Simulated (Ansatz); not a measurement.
AlN:
```xyz
8
Lattice="3.0947 0.0000 0.0000 -1.5474 2.6801 0.0000 0.0000 0.0000 10.0203" Properties=species:S:1:pos:R:3 pbc="T T T"
Al     0.0000     0.0000     0.0149
Al     0.0000     0.0000     5.0250
Al     1.5474     0.8934     7.5186
Al     0.0000     1.7868     2.5085
N      0.0000     0.0000     8.1355
N      0.0000     0.0000     3.1254
N      1.5474     0.8934     5.6304
N      0.0000     1.7868     0.6203
```

Relaxed with HSE06.

Question: Give the Bader charges and basin volumes of the independent atoms, HSE06 in the plane-wave PAW code Ansatz.

Answer: 

```
atom  Bader charge (e)  Bader volume (Å³)
----  ----------------  -----------------
Al1              +2.47                3.8
Al3              +2.47                3.8
N5               -2.47               17.0
N7               -2.47               16.9
```

Space group P6_3mc. The cell is a constructed one: a structure type filled with these elements. Its sites differ from those of the usual phase in this space group: another stacking or structure type. The cell was relaxed with HSE06 under the symmetry of its start; whether a distortion lowers the energy is not shown.

Potentials: the later of the program's two PAW sets.
